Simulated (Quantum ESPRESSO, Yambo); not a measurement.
MgS (rock salt, space group Fm-3m, No. 225) under isotropic strain (on all lattice vectors), counted from the cell relaxed with PBEsol, atoms relaxed at each step. PBEsol (pw.x of Quantum ESPRESSO, ONCV potentials, scalar-relativistic); G0W0 in Yambo (6×6×6 Γ-centred k mesh, bands 5 to 80 and a 10 Ry block in the screening, 80 bands in G with the Bruneval-Gonze terminator, plasmon pole fitted at 27.2 eV).

```csv
strain (%),PBEsol gap (eV),kind,G0W0 direct gap (eV)
-3,2.90,indirect,6.20 at Γ
-1.5,?,indirect,?
-0.7,2.77,indirect,5.56 at Γ
0,2.73,indirect,5.38 at Γ
+1,2.67,indirect,5.13 at Γ
+2,2.61,indirect,4.88 at Γ
```

Task: Estimate the withheld gaps from the other strains; the computed values follow.

Result: 
- -1.5, PBEsol gap (eV): 2.82
- -1.5, G0W0 direct gap (eV): 5.77 at Γ

GW, BSE and RPA settings are held fixed; their convergence isn't established. Strains are linear. The screening block changes size along the series (137 vectors at -3 %, 137 vectors at -1.5 %, 137 vectors at -0.7 %, 169 vectors at +0 %, 169 vectors at +1 %, 169 vectors at +2 %), which puts steps into the G0W0 values.
